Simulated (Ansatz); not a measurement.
CdF2:
```yaml
crystal:
  lattice:
    - [0.00000, 2.69201, 2.69201]
    - [2.69201, 0.00000, 2.69201]
    - [2.69201, 2.69201, 0.00000]
  atoms:
    - { symbol: Cd, position: [0.00000, 0.00000, 0.00000] }
    - { symbol: F, position: [0.25000, 0.25000, 0.25000] }
    - { symbol: F, position: [0.75000, 0.75000, 0.75000] }
```

Relaxed with PBEsol.

Q: Give the optical modes at the zone centre with their infrared activity from DFPT, PBEsol (plane waves, PAW; program Ansatz).

A: Transverse frequencies, without the LO–TO term; a row sums one degenerate level.

```
ω (cm⁻¹)  degeneracy  IR ((D/Å)²/amu)     activity  symmetry
--------  ----------  ---------------  -----------  --------
215                3            14.86           IR       T1u
301                3             0.00  IR-inactive       T2g
```

Q: How high does the top mode go among those that the LO–TO term moves?

A: 373 cm⁻¹ for q along x.

Space group Fm-3m (fluorite). The PBEsol relaxation kept the symmetry of its start.

Potentials: the earlier of the program's two PAW sets. The files were generated under PBE; for other functionals the program regenerates the frozen cores, and for LDA and PBEsol the local potential too.
